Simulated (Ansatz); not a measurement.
Input:

CoGe:
```cif
data_Co8Ge8
_chemical_formula_sum 'Co8 Ge8'
_space_group_name_H-M_alt 'C2/m'
_space_group_IT_number 12
_space_group_name_Hall '-C 2y'
_cell_length_a 11.52730
_cell_length_b 3.71294
_cell_length_c 4.86168
_cell_angle_alpha 90.000
_cell_angle_beta 99.582
_cell_angle_gamma 90.000
loop_
_atom_site_label
_atom_site_type_symbol
_atom_site_symmetry_multiplicity
_atom_site_Wyckoff_symbol
_atom_site_fract_x
_atom_site_fract_y
_atom_site_fract_z
_atom_site_occupancy
Co1 Co 2 a 0.00000 0.00000 0.00000 1
Co2 Co 2 c 0.50000 0.50000 0.50000 1
Co3 Co 4 i 0.19713 0.00000 0.32673 1
Ge1 Ge 4 i 0.31671 0.50000 0.18104 1
Ge2 Ge 4 i 0.07001 0.50000 0.28174 1
```
(The calculation used a cell of 8 atoms; values per cell refer to that cell.)

This is the PBEsol-relaxed structure.

**Question.** All from DFT-PBEsol in the program Ansatz with PAW potentials, unless another level is named. Give the bulk modulus (Birch–Murnaghan fit).

**Answer.** 168 GPa.

**Question.** What about the highest zone-centre frequency?

**Answer.** 359 cm⁻¹.

The workflow started from a Materials Project entry (that database holds measured and hypothetical structures alike); the Crystallography Open Database copy checked does not list it. Its standing as an ambient phase is unchecked. The PBEsol relaxation kept the symmetry of its start; of distortions, only those at the zone centre were tested. The run is not spin-polarised. As this level gives no gap, phonon frequencies hold no LO–TO term and depend on the k-mesh and smearing (Fermi–Dirac, 0.1 eV here).

Potentials: the later of the program's two PAW sets.
